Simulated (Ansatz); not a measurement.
P2W in space group Cmc2_1 (No. 36; P on 4a, P on 4a, W on 4a) under volume change, LDA (plane waves, PAW; program Ansatz), shape and atoms relaxed at each volume.

```tsv
V (Å³/atom)	E − E(relaxed) (meV/atom)	P (GPa)
12.979	(withheld)	(withheld)
13.407	37.3	14.66
13.835	8.9	6.80
14.263	0.0	0.00
14.691	(withheld)	(withheld)
15.119	30.4	-10.81
15.547	65.1	-15.03
```

Task: Some entries are withheld; supply them.

Result: 
- 14.691, E − E(relaxed) (meV/atom): 8.0
- 14.691, P (GPa): -5.83
- 12.979, E − E(relaxed) (meV/atom): 88.2
- 12.979, P (GPa): 23.68

Task: What does a third-order Birch–Murnaghan fit give for V₀, B₀ and B′?

Result: V₀ = 14.26 Å³/atom, B₀ = 208 GPa, B′ = 4.0.

The workflow started from a Materials Project entry (that database holds measured and hypothetical structures alike); the Crystallography Open Database files this formula in space group No. 36, but the cells were not matched. Its standing as an ambient phase is unchecked. Symmetry was held in the LDA relaxation; whether a distortion lowers the energy is not shown. No spin polarisation was allowed. Spin–orbit coupling is left out wherever it is not named.

Potentials: the later of the program's two PAW sets.
